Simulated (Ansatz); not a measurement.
Given:

BeS:
```cif
data_Be2S2
_chemical_formula_sum 'Be2 S2'
_space_group_name_H-M_alt 'P 1'
_space_group_IT_number 1
_cell_length_a 3.43939
_cell_length_b 3.43939
_cell_length_c 5.66716
_cell_angle_alpha 90.000
_cell_angle_beta 90.000
_cell_angle_gamma 120.000
loop_
_space_group_symop_operation_xyz
  'x, y, z'
loop_
_atom_site_label
_atom_site_type_symbol
_atom_site_fract_x
_atom_site_fract_y
_atom_site_fract_z
_atom_site_occupancy
Be1 Be 0.66667 0.33333 0.99966 1
Be2 Be 0.33333 0.66667 0.49966 1
S1 S 0.66667 0.33333 0.62554 1
S2 S 0.33333 0.66667 0.12554 1
```

This is the PBE-relaxed structure.

Q: All from DFT-PBE in the program Ansatz with PAW potentials, unless another level is named. Predict the band gap.

A: 3.71 eV (indirect).

Q: Give the electron effective mass.

A: 0.31, 0.53, 0.53 mₑ (principal values).

Q: Predict the weight of the valence-edge state by species (Voronoi cells).

A: S 82 %, Be 18 %.

Q: Give the conduction-band minimum.

A: at K (2 equivalent valleys).

Q: What about the weight of the conduction-edge state by species (Voronoi cells)?

A: Be 54 %, S 46 %.

Space group P6_3mc (wurtzite). The cell is a constructed one: a structure type filled with these elements; neither database checked (COD, Materials Project) lists it. COD files the formula under space group No. 216, so this cell is another polymorph or a model. Its standing as an ambient phase is unchecked. Symmetry was held in the PBE relaxation; whether a distortion lowers the energy is not shown.

Potentials: the later of the program's two PAW sets.
